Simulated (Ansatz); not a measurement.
## HfGa₅Si: reading a single point

```
CELL_PARAMETERS angstrom
4.21996 0.00000 0.00000
0.00000 4.21996 0.00000
0.00000 0.00000 6.70230
ATOMIC_POSITIONS crystal
Ga 0.00000 0.50000 0.30480
Ga 0.50000 0.00000 0.30480
Ga 0.00000 0.50000 0.69520
Ga 0.50000 0.00000 0.69520
Hf 0.00000 0.00000 0.00000
Si 0.00000 0.00000 0.50000
Ga 0.50000 0.50000 0.00000
```

Method: PBE, no spin polarisation; PAW, plane waves to 420 eV, 6×6×4 Γ-centred mesh, cold occupations (width 0.0264 eV) (Ansatz 0.2.0), atoms fixed.

(1) What is the formation energy?

(2) Is there a gap?

(3) Is the cell too large or too small?

(4) Give the Bader charges.

Origin: a known structure type with other elements, at an estimated volume, so it need not be a known compound.

## Answers

(1) 0.10 eV an atom against the elements' usual phases (free molecules for gases, crystals otherwise, with no correction for O₂ or N₂), so at this geometry it isn't bound against them. Relaxing would lower it.

(2) It is a metal, with about 3.6 states/eV a cell as the mean within 0.25 eV of the Fermi level, mostly Ga p (37 %), Hf d (23 %) and Ga s (16 %).

(3) The pressure is 6.8 GPa (compression positive), so with the atoms held at these fractions the cell would first expand; the forces are large, so a full relaxation may end otherwise.

(4) Bader charges in e: Hf +1.24, Ga -0.35 to -0.17, Si -0.22. In the mean Hf gives up most and Si takes most.
